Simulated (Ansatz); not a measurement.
CaP₂H₂O₇ at a changed volume — ¹⁷O NMR of the central transition

Cell: a structure deposited in the COD, relaxed with PBE at fixed cell and then changed (volume scaled by 0.99, ions relaxed).

Space group C2/c (No. 15); a = 7.3031, b = 8.1010, c = 9.7305 Å, β = 101.24°.

```
site  Wyckoff  site symmetry       x       y       z
  Ca       4a             -1  0.0000  0.0000  0.0000
   H       8f              1  0.2880  0.2060  0.3484
   P       8f              1  0.6646  0.8876  0.1884
 O11       8f              1  0.7566  0.0267  0.1226
 O15       8f              1  0.8094  0.8277  0.3242
 O19       8f              1  0.5901  0.7437  0.0990
 O23       4e              2  0.5000  0.9790  0.2500
```

One atom of each set is listed; the run and its k-mesh use a cell of 24 atoms with edges of 5.45, 5.45, 9.73 Å.

Computed with Ansatz: DFT, PBE, plane waves and PAW, scalar-relativistic, 420 eV cutoff, Γ-centred 4×4×3 k-points, Fermi–Dirac smearing 0.02 eV.

¹⁷O has I = 5/2 and Q = -25.58 mb (Pyykkö 2018); at 35.2 T its Larmor frequency is ν₀ = 203.3 MHz. Only the quadrupole interaction is simulated: positions count from each site's isotropic chemical shift, and J coupling is left out, as are shift anisotropy and dipolar coupling, which fast spinning averages.

Problem. Give C_Q, η, the quadrupolar product P_Q = |C_Q|(1 + η²/3)^½, the second-order isotropic shift and the breadth of the pattern (fast magic-angle spinning) for each O site.

Solution. 

```
site                                                    first shell  C_Q (MHz)     η  P_Q (MHz)  δ_QIS (ppm)  breadth (kHz)
 O11              1 P at 1.52 Å; also 1 H at 1.53 Å, 1 Ca at 2.34 Å      -5.35  0.39       5.48        -4.37           2.05
 O15  1 H at 1.03 Å, 1 P at 1.60 Å, angle 112°; also 1 Ca at 2.43 Å      -6.61  0.97       7.58        -8.34           3.73
 O19                      1 P at 1.49 Å, 1 Ca at 2.24 Å, angle 169°      -5.22  0.04       5.22        -3.95           1.75
 O23                                      2 P at 1.62 Å, angle 126°      -7.80  0.55       8.18        -9.72           4.58
```

δ_QIS = −(ν_Q²/30ν₀²)[I(I+1) − 3/4](1 + η²/3) × 10⁶ ppm with ν_Q = 3|C_Q|/[2I(2I−1)]; it falls as 1/B₀² in ppm, and the breadth as 1/B₀ in kHz.

At O11 V_zz points along its bond to P (within 4°). At O19 V_zz points along the shorter of its two bonds, to P (within 2°). At O23 V_zz runs parallel to the line that joins its two neighbours (within 1°).
